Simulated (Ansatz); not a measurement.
# Fe (hcp): energy against volume

These are results of DFT, PBEsol, plane waves (420 eV) with PAW, scalar-relativistic (Ansatz), not measurements. (PAW data from PBE, frozen cores regenerated.)

The cell is scaled uniformly from the relaxed one, with fractional coordinates and shape fixed. Energies are extrapolated to zero smearing, pressures are those at the given smearing. Magnetic state: spin not included. Spin polarisation is off; a magnetic state may lie lower.

A Birch-Murnaghan fit gives V₀ = 9.81 Å³/atom, B₀ = 324 GPa, B₀′ = 4.6.

(1) What are the energy above the minimum and the pressure at 9.040 Å³/atom?

(2) What are the energy above the minimum and the pressure at 10.219 Å³/atom?

(3) What are the energy above the minimum and the pressure at 11.005 Å³/atom?

## Answers

(1) 71.3 meV/atom and 32.48 GPa as computed.

(2) 16.0 meV/atom and -11.55 GPa as computed.

(3) 119.0 meV/atom and -28.10 GPa as computed.
